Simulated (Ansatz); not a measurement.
## PtSe$_{2}$: computed DOS

```yaml
crystal:
  lattice:
    - [3.72400, 0.00000, 0.00000]
    - [-1.86200, 3.22508, 0.00000]
    - [0.00000, 0.00000, 5.06200]
  atoms:
    - { symbol: Pt, position: [0.00000, 0.00000, 0.00000] }
    - { symbol: Se, position: [0.33333, 0.66667, 0.25000] }
    - { symbol: Se, position: [0.66667, 0.33333, 0.75000] }
```

The cell comes from COD entry 9009117, which wasn't checked; take it as a given geometry. Its inner coordinates are ideal values, not refined ones.

No spin–orbit coupling, which matters for the heavy atoms here.

Level of theory: Ansatz 0.2.0, DFT, PBE, all-electron LAPW, scalar-relativistic.

Settings: a Γ-centred 10×10×7 k mesh, Fermi–Dirac smearing of 0.05 eV, basis error target 1 meV/atom, no spin polarisation.

States per eV and cell, averaged over 0.6 eV, from -5.8 to 2.4 eV, with energies (bin centres) from the Fermi level; empty bins are left out. The partial columns, the largest 4 alone, are projections on Löwdin-orthogonalised atomic shells (those that the program's projection atoms carry: the occupied ones and, for some elements, an empty d or f shell; other empty shells have no column), summed over atoms of an element. Weights on diffuse s and p shells depend on that basis and aren't pure angular character.

```tsv
E (eV)	total	Se 4p	Pt 5d	Se 4s	Pt 6s
-5.6	2.76	1.28	1.20	0.13	0.11
-5.0	2.52	1.01	1.33	0.09	0.06
-4.4	3.73	1.10	2.45	0.10	0.04
-3.8	1.85	0.44	1.32	0.02	0.04
-3.2	3.62	1.12	2.22	0.09	0.14
-2.6	2.52	1.38	1.03	0.04	0.02
-2.0	2.76	1.79	0.85	0.05	0.02
-1.4	1.92	1.45	0.38	0.03	0.01
-0.8	0.74	0.57	0.13	0.02	0.01
-0.2	0.31	0.26	0.04	0.01	0.00
0.4	1.35	0.76	0.46	0.07	0.01
1.0	2.10	1.33	0.61	0.06	0.02
1.6	2.77	1.89	0.72	0.04	0.02
2.2	0.44	0.31	0.11	0.01	0.00
```
